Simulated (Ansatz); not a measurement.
## Data sheet: YSi$_{2}$Au$_{2}$ (DFT)

YSi2Au2:
```cif
data_Au2Si2Y
_chemical_formula_sum 'Y1 Si2 Au2'
_space_group_name_H-M_alt 'P 1'
_space_group_IT_number 1
_cell_length_a 5.90598
_cell_length_b 5.90598
_cell_length_c 5.90598
_cell_angle_alpha 137.809
_cell_angle_beta 137.809
_cell_angle_gamma 61.196
loop_
_space_group_symop_operation_xyz
  'x, y, z'
loop_
_atom_site_label
_atom_site_type_symbol
_atom_site_fract_x
_atom_site_fract_y
_atom_site_fract_z
_atom_site_occupancy
Y1 Y 0.00000 0.00000 0.00000 1
Si1 Si 0.38737 0.38737 0.00000 1
Si2 Si 0.61263 0.61263 0.00000 1
Au1 Au 0.25000 0.75000 0.50000 1
Au2 Au 0.75000 0.25000 0.50000 1
```

Space group I4/mmm (No. 139); conventional cell a = 4.251 Å, b = 4.251 Å, c = 10.167 Å, α = 90.00°, β = 90.00°, γ = 90.00°.

Method: DFT-r²SCAN in the program Ansatz with PAW potentials. Structure relaxed to zero pressure with the same functional. Other levels are named where they apply.

Cell and energy:

Volume per atom: 18.38 Å³
Density: 9.74 g/cm³
Formation energy from the elements (no fitted shifts): -0.61 eV/atom

Electronic structure:

* **Electronic character**: metallic (no gap)
* **Density of states at the Fermi level**: 0.25 states/eV per atom (mean over ±0.08 eV)

The first step of the workflow began from a Materials Project structure, measured or hypothetical; the Crystallography Open Database copy checked does not list it. Its standing as an ambient phase is unchecked. The r²SCAN relaxation kept the symmetry of its start; whether a distortion lowers the energy is not shown. The run is not spin-polarised. The references are the lowest solids computed at this level, not always the standard phases. Spin–orbit coupling is left out wherever it is not named.

Potentials: the earlier of the program's two PAW sets.
